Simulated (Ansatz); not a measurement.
Input:

TaS$_{2}$:
```
CELL_PARAMETERS angstrom
      3.32739     0.00000     0.00000
     -1.66370     2.88161     0.00000
      0.00000     0.00000     5.78385
ATOMIC_POSITIONS crystal
  Ta 0.00000 0.00000 0.00000
  S  0.66667 0.33333 0.73276
  S  0.33333 0.66667 0.26724
```

This is the PBE+D3(BJ)-relaxed structure.

Task: All from PBE+D3(BJ) (plane waves, PAW; program Ansatz), unless another level is named. Give the electronic character.

Result: metallic (no gap).

Task: Predict the formation energy from the elements (no fitted shifts).

Result: -105 kJ/mol of atoms.

Task: And the density of states at the Fermi level?

Result: 0.51 states/eV per atom (mean over ±0.08 eV).

Task: And the gap with spin–orbit coupling?

Result: none (metallic).

Space group P-3m1 (CdI2 type). This is a known high-temperature phase of the composition, computed here at zero pressure and temperature. The cell was relaxed with PBE+D3(BJ) under the symmetry of its start; whether a distortion lowers the energy is not shown. The run is not spin-polarised. With an odd number of electrons in the cell and no spin polarisation, the count alone makes it a metal. The references are the lowest solids computed at this level, not always the standard phases. Scalar-relativistic: spin–orbit coupling is off unless named, which matters more the heavier the elements.

Potentials: the earlier of the program's two PAW sets.
